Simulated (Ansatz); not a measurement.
## Bands of TiPd$_{3}$

```
Ti Pd
1.0
     3.82000    0.00000    0.00000
     0.00000    3.82000    0.00000
     0.00000    0.00000    3.82000
Ti Pd
1 3
Direct
  0.00000 0.00000 0.00000
  0.00000 0.50000 0.50000
  0.50000 0.00000 0.50000
  0.50000 0.50000 0.00000
```

Atoms are numbered in the order listed.

The conventional cell has a = 3.820 Å, b = 3.820 Å, c = 3.820 Å, α = 90.00°, β = 90.00°, γ = 90.00°. Ti (atom 1) is surrounded by 12 Pd at 2.70 Å. Around Pd (atom 2) lie 4 Ti at 2.70 Å and 8 Pd at 2.70 Å.

The cell is COD entry 1522883, as deposited and not checked against the literature; nothing was relaxed.

Spin polarisation is left out, and whether a magnetic state lies lower isn't shown here.

Method: DFT, LDA, all-electron LAPW, scalar-relativistic in Ansatz 0.2.0.

Sampling and basis: a Γ-centred 11×11×11 k mesh, Fermi–Dirac smearing of 0.05 eV, basis error target 1 meV/atom, no spin polarisation.

Points in fractions of the reciprocal vectors of this cell: Γ (0, 0, 0), X (0, 0.5, 0), M (0.5, 0.5, 0), R (0.5, 0.5, 0.5). The path runs Γ–X–M–Γ–R–X–R–M. Energies are in eV from the Fermi level; (×n) counts levels within 4 meV of each other, which need not be degenerate by symmetry.

(1) List the levels at M between -14 and 7 eV.

(2) List the levels at R between -14 and 7 eV.

(3) List the levels at Γ between -14 and 7 eV.

(4) What is the band gap?

Answers

(1) -5.22 (×2), -4.93, -4.79 (×2), -4.44 (×2), -4.30, -4.10 (×2), -3.66, -3.20, -3.06 (×2), -2.53, -2.37, -2.31, 0.21 (×2), 0.46, 1.52 (×2), 3.13, 3.31.

(2) -6.53, -6.39 (×3), -4.26 (×3), -3.50 (×3), -3.14 (×2), -1.02 (×3), -0.05, -0.02 (×3), 1.02 (×3), 1.43 (×2).

(3) -8.40, -6.75, -6.50 (×2), -6.22 (×3), -3.58 (×3), -1.93 (×2), -1.13, -0.61 (×3), 1.21 (×2), 1.90 (×3), 2.46 (×3).

(4) none: bands cross the Fermi level, a metal.
